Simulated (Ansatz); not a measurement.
**Profile along the Sc–Pd line in ScPd (CsCl type)**

ScPd (CsCl type)

Space group Pm-3m (No. 221); a = b = c = 3.2299 Å, α = β = γ = 90.00°

```tsv
atom	site	symmetry	x	y	z
Sc	1b	m-3m	0.5000	0.5000	0.5000
Pd	1a	m-3m	0.0000	0.0000	0.0000
```

Fields along a shortest Sc–Pd line of a {110} plane (2.80 Å), from Sc to Pd, interpolated on the slice's grid (step about 0.2 Å). Level of theory: LDA (plane waves to 420 eV, PAW, scalar-relativistic; Ansatz, a program for electronic structure). k mesh 14×14×14. Near the nuclei the fields are pseudised (PAW); where an atom keeps semicore shells as valence, they peak there. ScPd is run without spin polarisation. ScPd was relaxed with its symmetry unable to fall.

```json
[
 {"distance from Sc (Å)": "0.00", "valence electron density (e/Å³)": "7.40", "electron localisation function": "x"},
 {"distance from Sc (Å)": "0.28", "valence electron density (e/Å³)": "6.95", "electron localisation function": "x"},
 {"distance from Sc (Å)": "0.56", "valence electron density (e/Å³)": "3.75", "electron localisation function": "0.75"},
 {"distance from Sc (Å)": "0.84", "valence electron density (e/Å³)": "0.91", "electron localisation function": "0.50"},
 {"distance from Sc (Å)": "1.12", "valence electron density (e/Å³)": "0.26", "electron localisation function": "0.11"},
 {"distance from Sc (Å)": "1.40", "valence electron density (e/Å³)": "0.25", "electron localisation function": "0.25"},
 {"distance from Sc (Å)": "1.68", "valence electron density (e/Å³)": "0.46", "electron localisation function": "0.28"},
 {"distance from Sc (Å)": "1.96", "valence electron density (e/Å³)": "1.57", "electron localisation function": "0.43"},
 {"distance from Sc (Å)": "2.24", "valence electron density (e/Å³)": "6.72", "electron localisation function": "0.53"},
 {"distance from Sc (Å)": "2.52", "valence electron density (e/Å³)": "12.51", "electron localisation function": "x"},
 {"distance from Sc (Å)": "2.80", "valence electron density (e/Å³)": "14.02", "electron localisation function": "x"}
]
```

x: too close to a nucleus for the ELF to mean much.

Density on the Sc–Pd line (2.80 Å) at its density minimum, 1.3 Å from Sc: 0.23 e/Å³. ELF at that point: 0.2.
